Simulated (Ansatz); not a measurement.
A crystal relaxed with r2SCAN in the PAW code Ansatz has space group Imm2 (No. 44) and a = 3.773 Å, b = 11.367 Å, c = 5.431 Å.

| atom | site | x | y | z |
| --- | --- | --- | --- | --- |
| B | 2a | 0.0000 | 0.0000 | 0.0067 |
| Xx | 2b | 0.5000 | 0.0000 | 0.7952 |
| Ga | 4d | 0.5000 | 0.1626 | 0.4999 |
| Xx | 4d | 0.0000 | 0.1508 | 0.2241 |

The r2SCAN gap is indirect, 0.79 eV (Γ to G₀–X (0.26 of the way from G₀)), below the direct gap of 1.13 eV at Γ. The HSE06 gap is indirect, 1.21 eV (Γ to G₀–X (0.26 of the way from G₀)), below the direct gap of 1.59 eV at Γ. Meshes: r2SCAN 8×8×8, HSE06 6×6×6.

Problem. Which element is Xx?
A. As
B. Sb
C. P
D. N

Solution. A. Xx is As: an ordered 6-atom cell of Ga₂BAs₃ on the zincblende lattice (Imm2). B is surrounded by 4 As at 2.08–2.21 Å; As is surrounded by 2 B at 2.21 Å and 2 Ga at 2.45 Å; Ga is surrounded by 4 As at 2.41–2.45 Å; As is surrounded by 1 B at 2.08 Å and 3 Ga at 2.41–2.45 Å.

The calculation is spin-unpolarised, and the structure need not be a phase that has been made.

The runs are scalar-relativistic, without spin-orbit coupling.

Where an edge lies off the special points, it is a point of the mesh or the k point where a search put PBE's edge or least direct gap, reused for the other functionals, whose own edges may lie a little apart.
